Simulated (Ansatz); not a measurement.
TiAu (CsCl type)

```
CELL_PARAMETERS angstrom
      3.18830     0.00000     0.00000
      0.00000     3.18830     0.00000
      0.00000     0.00000     3.18830
ATOMIC_POSITIONS crystal
  Ti 0.50000 0.50000 0.50000
  Au 0.00000 0.00000 0.00000
```

The slice is a {210} plane (indices of the conventional cell) through the point (0.500, 0.500, 0.500) (fractional), spanned by u = [100] and v = [021] in vectors of this cell: u (3.19 Å) and v (7.13 Å, at 90° to u). It covers one period; positions are fractions (u, v).

Computed with LDA (plane waves to 420 eV, PAW, scalar-relativistic; Ansatz, an electronic-structure program). k mesh 15×15×15. Near the nuclei the fields are pseudised (PAW); where an atom keeps semicore shells as valence, they peak there. Spin-orbit coupling is left out, though Au is heavy. TiAu is run without spin polarisation. TiAu was relaxed with its symmetry unable to fall.

### Question
Predict the map of the electrostatic potential energy of an electron, from the cell's mean on the slice.

### Answer
```tsv
v \ u	0.00	0.14	0.29	0.43	0.57	0.71	0.86
0.94	x	x	<2.0	8.9	8.9	<2.0	x
0.84	3.7	5.6	7.6	7.5	7.5	7.6	5.6
0.75	10.5	9.0	<2.0	x	x	<2.0	9.0
0.66	9.5	8.1	<2.0	x	x	<2.0	8.1
0.56	9.0	9.3	9.0	7.3	7.3	9.0	9.3
0.47	9.1	9.7	10.3	10.0	10.0	10.3	9.7
0.38	9.1	8.4	3.4	x	x	3.4	8.4
0.28	10.4	8.5	x	x	x	x	8.5
0.19	8.0	8.2	6.9	2.9	2.9	6.9	8.2
0.09	x	x	4.0	9.4	9.4	4.0	x
0.00	x	x	x	8.0	8.0	x	x
```

Values: electrostatic potential energy of an electron, from the cell's mean, in eV. Points within 1 Å of a nucleus are blanked (x), as the pseudised field means little there. Values under 2 eV are set to 2. The zero, the cell's mean, hangs on the PAW cores.
